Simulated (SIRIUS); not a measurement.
Set-up for a self-consistent single point of InBi (P4/nmm, 4 atoms in the cell; from Materials Project mp-23313, changed as shown).

```yaml
crystal:
  lattice:
    - [4.86651, 0.00000, 0.00000]
    - [0.00000, 4.86651, 0.00000]
    - [0.00000, 0.00000, 5.17516]
  atoms:
    - { symbol: In, position: [0.50000, 0.50000, 0.00000] }
    - { symbol: In, position: [0.00000, 0.00000, 0.00000] }
    - { symbol: Bi, position: [0.50000, 0.00000, 0.36001] }
    - { symbol: Bi, position: [0.00000, 0.50000, 0.63999] }
```

Level of theory: LDA (PW92), FP-LAPW (LAPW with two local orbitals a valence shell; core below -3 Ha), all-electron full potential with ZORA scalar-relativistic valence and Dirac core (SIRIUS 7.12.0).

SIRIUS settings:

```
key                                                                                              value
--------------------------------------  --------------------------------------------------------------
parameters.ngridk                                                                                8 8 8
basis                                   LAPW with two local orbitals a valence shell, core below -3 Ha
unit_cell.atom_type_rmt                                                        {In: 2.4, Bi: 2.4} bohr
parameters.xc_functionals                                                      [XC_LDA_X, XC_LDA_C_PW]
parameters.aw_cutoff                                                                                 7
parameters.pw_cutoff                                                                         16 1/bohr
parameters.smearing                                                                        fermi_dirac
parameters.smearing_width                                                                0.00367493 Ha
parameters.electronic_structure_method                                           full_potential_lapwlo
parameters.lmax_apw                                                                                  8
parameters.lmax_rho                                                                                  8
parameters.lmax_pot                                                                                  8
parameters.auto_rmt                                                                                  0
parameters.num_fv_states                                                                            41
parameters.num_mag_dims                                                                              0
parameters.num_dft_iter                                                                            100
parameters.energy_tol                                                                         1e-07 Ha
parameters.density_tol                                                                           1e-06
mixer.type                                                                                    anderson
mixer.beta                                                                                         0.2
mixer.use_hartree                                                                                false
```

Results:

- Number of valence electrons: 68
- Number of bands: 41
- Number of k-points after the program's reduction: 75
- Size of the basis: 445
- Number of SCF iterations: 15
- FFT grid: 50 × 50 × 54
- Free energy E − TS: -1493802.2551 eV
- Fermi level (on the code's own zero): 5.37 eV
- Largest force (vector length): 0.169 eV/Å

Forces (eV/Å):
| atom | Fx | Fy | Fz |
|---|---|---|---|
| In1 | 0.000 | 0.000 | 0.000 |
| In2 | 0.000 | 0.000 | 0.000 |
| Bi3 | 0.000 | 0.000 | 0.169 |
| Bi4 | 0.000 | 0.000 | -0.169 |

For comparison: a first run was changed to give this one (lattice scaled by 0.98), and from it to this one the free energy drops by 38.7 meV/atom and the largest force goes from 0.088 to 0.169 eV/Å.

The structure comes from a collection of computed structures, made at another level of theory; the collection holds predicted forms beside known ones. Its lattice was then scaled. Values depend on the basis (sphere radii, cutoffs, local orbitals), which need not be converged.

Cost on one core: about 4 core-minutes (a rough figure).
